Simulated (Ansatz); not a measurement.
Relaxed-ion elastic tensor of Sb (diamond, Fd-3m) in GPa (Voigt order), r²SCAN in the plane-wave PAW code Ansatz; density 4.83 g/cm³, 41.89 Å³ per atom.

```tsv
	1	2	3	4	5	6
1	25.9	37.2	37.2	0.0	0.0	0.0
2	37.2	25.9	37.2	0.0	0.0	0.0
3	37.2	37.2	25.9	0.0	0.0	0.0
4	0.0	0.0	0.0	-21.0	0.0	0.0
5	0.0	0.0	0.0	0.0	-21.0	0.0
6	0.0	0.0	0.0	0.0	0.0	-21.0
```

### Question
Is the crystal mechanically stable?

### Answer
No: the smallest eigenvalue of C is -21.0 GPa.

The start of the workflow was typed in or built on a structure type; neither database checked (COD, Materials Project) lists it. It is not the phase usual at ambient conditions (space group No. 166). The cell was relaxed with r²SCAN under the symmetry of its start. At this level the phase is mechanically unstable. As this level gives no gap, shear constants depend on the k-mesh and smearing (Fermi–Dirac, 0.1 eV here). Spin–orbit coupling is left out wherever it is not named.

Potentials: the earlier of the program's two PAW sets.
